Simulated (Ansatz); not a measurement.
Values for one crystal, relaxed and computed with DFT-PBEsol in the program Ansatz with PAW potentials; other levels are named.

| Property | Result |
|---|---|
| Volume per atom | 19.02 Å³ |
| Band gap | 0.12 eV (indirect) |
| Mechanical stability | stable (all eigenvalues of C positive) |
| Smallest direct gap on the standard path | 0.16 eV |
| Debye temperature from the elastic constants | 185 K |
| Poisson's ratio | 0.31 |
| Hill bulk and shear moduli | 23.3 and 10.1 GPa |

### Question
Which compound is it?
(A) Cs2NbF6, P-3m1 (Cs on 2d, Nb on 1a, F on 6i)
(B) ZnS, wurtzite
(C) MgTe, wurtzite
(D) AlAs, zinc blende

### Answer
A, Cs2NbF6, P-3m1 (Cs on 2d, Nb on 1a, F on 6i)

The workflow started from a Materials Project entry (that database holds measured and hypothetical structures alike); the Crystallography Open Database files this formula in space group No. 164, but the cells were not matched. Whether it is the stable phase at ambient conditions was not checked. The cell was relaxed with PBEsol under the symmetry of its start; whether a distortion lowers the energy is not shown. The final state is ferromagnetic, chosen from 4 collinear starts compared on coarse meshes (ties went to the first, and starts can fall back to one state), not a proven ground state. No Hubbard U is applied. Scalar-relativistic: spin–orbit coupling is off unless named, which matters more the heavier the elements.

Potentials: the later of the program's two PAW sets.
